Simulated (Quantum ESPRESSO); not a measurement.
Ge5GaSiP, input and log of a self-consistent run

A calculation, not a measurement. The program is pw.x of Quantum ESPRESSO 7.5 (plane-wave density functional theory). The cell is made up: 8 atoms on a zincblende/diamond lattice, with randomly drawn elements, strain and displacements, not relaxed. PseudoDojo standard norm-conserving files (v0.5 for PBE, v0.4.1 for LDA and PBEsol) set the functional; there is no spin polarisation, spin-orbit coupling or dispersion term, and the masses in the input are unused placeholders.

Input:

```
&control calculation='scf', pseudo_dir='./dojo.nc.sr.pbe.v0_5.standard.upf', outdir='./o', disk_io='low', tprnfor=.true., tstress=.true. /
&system ibrav=0, nat=8, ntyp=4, nbnd=56, ecutwfc=79.96652505, nosym=.true., tot_charge=0,
 occupations='smearing', smearing='fd', degauss=0.0073498644
/
&electrons conv_thr=7.350e-09, electron_maxstep=60, /
ATOMIC_SPECIES
Ga 1.0 Ga.upf
Ge 1.0 Ge.upf
P 1.0 P.upf
Si 1.0 Si.upf
CELL_PARAMETERS angstrom
5.4921 0.0168 -0.0536
0.0168 5.6653 0.0124
-0.0536 0.0124 5.6381
ATOMIC_POSITIONS angstrom
Ge -0.0326 -0.0318 -0.1048
Ga -0.0106 2.8503 2.7343
Si 2.9451 -0.1119 2.8318
Ge 2.8247 2.906 -0.0966
P 1.2785 1.3827 1.2525
Ge 1.4539 4.2129 4.0716
Ge 4.2019 1.3033 4.2209
Ge 4.1262 4.2243 1.4572
K_POINTS automatic
6 6 6 1 1 1
```

The log is shortened where brackets say so; the opening notice, blank lines, dates and the lines on written files are dropped, and the path of the files is cut. It prints rydbergs, bohrs and kilobars, and counts compression as positive stress.

```
     Program PWSCF v.7.5
     Parallel version (MPI & OpenMP), running on       4 processor cores
     Number of MPI processes:                 4
     Threads/MPI process:                     1
     [start-up lines left out]
     bravais-lattice index     =            0
     lattice parameter (alat)  =      10.3791  a.u.
     unit-cell volume          =    1183.7073 (a.u.)^3
     number of atoms/cell      =            8
     number of atomic types    =            4
     number of electrons       =        92.00
     number of Kohn-Sham states=           56
     kinetic-energy cutoff     =      79.9665  Ry
     charge density cutoff     =     319.8661  Ry
     scf convergence threshold =      7.3E-09
     mixing beta               =       0.7000
     number of iterations used =            8  plain     mixing
     Exchange-correlation= PBE
                           (   1   4   3   4   0   0   0)
     [axes and pseudopotential details left out]
   Cartesian axes
     site n.     atom                  positions (alat units)
         1        Ge     tau(   1) = (  -0.0059355  -0.0057898  -0.0190810  )
         2        Ga     tau(   2) = (  -0.0019299   0.5189547   0.4978345  )
         3        Si     tau(   3) = (   0.5362149  -0.0203737   0.5155864  )
         4        Ge     tau(   4) = (   0.5142937   0.5290960  -0.0175880  )
         5        P      tau(   5) = (   0.2327767   0.2517485   0.2280429  )
         6        Ge     tau(   6) = (   0.2647119   0.7670435   0.7413170  )
         7        Ge     tau(   7) = (   0.7650407   0.2372921   0.7685001  )
         8        Ge     tau(   8) = (   0.7512580   0.7691191   0.2653127  )
     number of k points=   108  Fermi-Dirac smearing, width (Ry)=  0.0073
     Number of k-points >= 100: set verbosity='high' to print them.
     Dense  grid:   114397 G-vectors     FFT dimensions: (  60,  64,  64)
     Estimated max dynamical RAM per process >     503.61 MB
     Estimated total dynamical RAM >       1.89 GB
     Initial potential from superposition of free atoms
     starting charge      91.9925, renormalised to      92.0000
     Starting wfcs are   62 randomized atomic wfcs
     total cpu time spent up to now is        9.0 secs
     per-process dynamical memory:   432.9 Mb
     Self-consistent Calculation
     iteration #  1     ecut=    79.97 Ry     beta= 0.70
     Davidson diagonalization with overlap
     ethr =  1.00E-02,  avg # of iterations =  3.8
     Threshold (ethr) on eigenvalues was too large:
     Diagonalizing with lowered threshold
     Davidson diagonalization with overlap
     ethr =  1.71E-04,  avg # of iterations =  6.8
     total cpu time spent up to now is       56.0 secs
     total energy              =   -1068.36326862 Ry
     estimated scf accuracy    <       0.17194699 Ry
     iteration #  2     ecut=    79.97 Ry     beta= 0.70
     Davidson diagonalization with overlap
     ethr =  1.87E-04,  avg # of iterations =  2.0
     total cpu time spent up to now is       73.6 secs
     total energy              =   -1068.37345801 Ry
     estimated scf accuracy    <       0.02236858 Ry
     iteration #  3     ecut=    79.97 Ry     beta= 0.70
     Davidson diagonalization with overlap
     ethr =  2.43E-05,  avg # of iterations =  2.7
     total cpu time spent up to now is       96.5 secs
     total energy              =   -1068.37794905 Ry
     estimated scf accuracy    <       0.01379407 Ry
     iteration #  4     ecut=    79.97 Ry     beta= 0.70
     Davidson diagonalization with overlap
     ethr =  1.50E-05,  avg # of iterations =  3.2
     total cpu time spent up to now is      115.7 secs
     total energy              =   -1068.38090116 Ry
     estimated scf accuracy    <       0.00143147 Ry
     iteration #  5     ecut=    79.97 Ry     beta= 0.70
     Davidson diagonalization with overlap
     ethr =  1.56E-06,  avg # of iterations =  6.3
     total cpu time spent up to now is      136.3 secs
     total energy              =   -1068.38120430 Ry
     estimated scf accuracy    <       0.00008795 Ry
     iteration #  6     ecut=    79.97 Ry     beta= 0.70
     Davidson diagonalization with overlap
     ethr =  9.56E-08,  avg # of iterations =  3.1
     total cpu time spent up to now is      157.1 secs
     total energy              =   -1068.38122995 Ry
     estimated scf accuracy    <       0.00002815 Ry
     iteration #  7     ecut=    79.97 Ry     beta= 0.70
     Davidson diagonalization with overlap
     ethr =  3.06E-08,  avg # of iterations =  2.0
     total cpu time spent up to now is      174.1 secs
     total energy              =   -1068.38123561 Ry
     estimated scf accuracy    <       0.00000107 Ry
     iteration #  8     ecut=    79.97 Ry     beta= 0.70
     Davidson diagonalization with overlap
     ethr =  1.16E-09,  avg # of iterations =  4.0
     total cpu time spent up to now is      194.3 secs
     total energy              =   -1068.38123593 Ry
     estimated scf accuracy    <       0.00000027 Ry
     iteration #  9     ecut=    79.97 Ry     beta= 0.70
     Davidson diagonalization with overlap
     ethr =  2.92E-10,  avg # of iterations =  2.0
     total cpu time spent up to now is      212.7 secs
     total energy              =   -1068.38123601 Ry
     estimated scf accuracy    <       0.00000004 Ry
     iteration # 10     ecut=    79.97 Ry     beta= 0.70
     Davidson diagonalization with overlap
     ethr =  4.37E-11,  avg # of iterations =  2.0
     total cpu time spent up to now is      229.5 secs
     End of self-consistent calculation
     Number of k-points >= 100: set verbosity='high' to print the bands.
     the Fermi energy is     8.6463 ev
!    total energy              =   -1068.38123602 Ry
     estimated scf accuracy    <          3.3E-09 Ry
     smearing contrib. (-TS)   =      -0.00138457 Ry
     internal energy E=F+TS    =   -1068.37985145 Ry
     The total energy is F=E-TS. E is the sum of the following terms:
     one-electron contribution =    -602.13430870 Ry
     hartree contribution      =     363.29863055 Ry
     xc contribution           =    -267.36917765 Ry
     ewald contribution        =    -562.17499565 Ry
     convergence has been achieved in  10 iterations
     Forces acting on atoms (cartesian axes, Ry/au):
     atom    1 type  2   force =     0.08369921   -0.09447511    0.07455386
     atom    2 type  1   force =     0.03273581   -0.06604429    0.03022647
     atom    3 type  4   force =    -0.07949309    0.06062830   -0.00994230
     atom    4 type  2   force =    -0.00992713   -0.05979501    0.01894916
     atom    5 type  3   force =     0.05263583    0.00792355    0.03320399
     atom    6 type  2   force =    -0.03042836    0.02036225    0.00157516
     atom    7 type  2   force =    -0.06115844    0.12012329   -0.08126856
     atom    8 type  2   force =     0.01193617    0.01127701   -0.06729778
     Total force =     0.277156     Total SCF correction =     0.000338
     Computing stress (Cartesian axis) and pressure
          total   stress  (Ry/bohr**3)                   (kbar)     P=       51.27
   0.00040741  -0.00022061   0.00032482           59.93      -32.45       47.78
  -0.00022061   0.00031002  -0.00010956          -32.45       45.61      -16.12
   0.00032482  -0.00010956   0.00032818           47.78      -16.12       48.28
     init_run     :      8.25s CPU      8.71s WALL (       1 calls)
     electrons    :    215.90s CPU    220.52s WALL (       1 calls)
     forces       :      3.14s CPU      3.15s WALL (       1 calls)
     stress       :     10.66s CPU     10.67s WALL (       1 calls)
     [timing details left out]
     PWSCF        :   3m58.40s CPU   4m 3.58s WALL
     JOB DONE.
```

In other units: free energy -14536.067 eV for the cell, pressure 5.13 GPa, largest force component 3.088 eV/Å. A rerun of a related cell, with the same atoms placed differently, at 1377 eV and a 8 x 8 x 8 mesh moved values by no more than 0.004 eV in energy, 0.02 GPa in stress and 0.002 eV/Å in force.